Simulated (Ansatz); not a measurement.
Cu:
```xyz
1
Lattice="0.0000 1.7812 1.7812 1.7812 0.0000 1.7812 1.7812 1.7812 0.0000" Properties=species:S:1:pos:R:3 pbc="T T T"
Cu     0.0000     0.0000     0.0000
```

Relaxed with r²SCAN+D4. Special points in fractions of this cell's reciprocal vectors: Γ (0.000, 0.000, 0.000); X (0.500, 0.000, 0.500); U (0.625, 0.250, 0.625); K (0.375, 0.375, 0.750); L (0.500, 0.500, 0.500); W (0.500, 0.250, 0.750).

List the band energies nearest the Fermi level at these points for the program Ansatz at the r²SCAN+D4 level (PAW).

In eV from the Fermi level; about four levels below and three above (degenerate sets whole), none deeper than 8.9 eV; … stands for higher levels left out; points with the same levels are listed once.

| k | below | above |
|---|---|---|
| Γ | -3.23 -3.23 -3.23 -2.35 -2.35 | … |
| X | -4.79 -1.75 -1.54 -1.54 | 1.54 … |
| U | -4.41 -2.97 -2.20 -1.76 | 4.63 … |
| L | -3.28 -3.28 -1.71 -1.71 -1.19 | … |
| W | -3.81 -3.81 -2.39 -1.54 | … |

Space group Fm-3m (fcc (Cu type)). The cell was relaxed with r²SCAN+D4 under the symmetry of its start. The run is not spin-polarised. The pairwise dispersion correction was not fitted to metals.

Potentials: the earlier of the program's two PAW sets.
